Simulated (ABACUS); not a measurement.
A self-consistent single point of CoSi (P2_13, 8 atoms in the cell; from Materials Project mp-7577, changed as shown).

```xyz
8
Lattice="4.3152 0.0000 0.0000 0.0000 4.3152 0.0000 0.0000 0.0000 4.3152" Properties=species:S:1:pos:R:3 pbc="T T T"
Co     3.6856     2.7872     1.5280
Co     2.7872     1.5280     3.6856
Co     1.5280     3.6856     2.7872
Co     0.6296     0.6296     0.6296
Si     0.6755     1.4821     2.8331
Si     1.4821     2.8331     0.6755
Si     2.8331     0.6755     1.4821
Si     3.6397     3.6397     3.6397
```

Method: LDA (PW92), numerical atomic orbitals TZDP (confined pseudo-atomic orbitals with Gaussian additions; energy shift 0.01 Ry), PseudoDojo 0.4 standard norm-conserving LDA (tails mended) pseudopotentials (ABACUS).

ABACUS settings:

| key | value |
|---|---|
| basis | TZDP numerical atomic orbitals, energy shift 0.01 Ry |
| KPT | Gamma 8 8 8 0 0 0 |
| basis_type | lcao |
| dft_functional | PWLDA |
| ecutwfc | 100 Ry |
| smearing_method | fd |
| smearing_sigma | 0.00734986 Ry |
| potentials | PseudoDojo 0.4 standard norm-conserving LDA (tails mended) |
| symmetry | 1 |
| ks_solver | genelpa |
| scf_nmax | 100 |
| scf_thr | 1.0e-06 |
| mixing_type | broyden |

Results:

* **Number of valence electrons**: 84
* **Number of bands**: 52
* **Number of k-points after the program's reduction**: 45
* **Size of the basis**: 244
* **Number of SCF iterations**: 8
* **Free energy E − TS**: -17104.5781 eV
* **Fermi level (on the code's own zero)**: 18.40 eV
* **Pressure**: 7.56 GPa

Stress (GPa, positive for compression):
```
7.56  0.00  0.00
0.00  7.56  0.00
0.00  0.00  7.56
```

For comparison: a first run was changed to give this one (lattice scaled by 0.98), and from it to this one the free energy drops by 2.3 meV/atom and the pressure goes from -7.86 to 7.56 GPa.

The atom-centred basis is finite, which shifts total energies and pressures against plane waves. The run has no spin polarisation, so moments on Co cannot form. The structure comes from a collection of computed structures, made at another level of theory; the collection holds predicted forms beside known ones. Its lattice was then scaled.

Cost on one core: around 60 core-seconds (rough).

The atomic orbitals were generated for these runs; they are not ABACUS's published sets and were checked against plane waves on a few crystals only.

“Tails mended”: in these copies of the files the far tail of each local potential was reset to the Coulomb form.
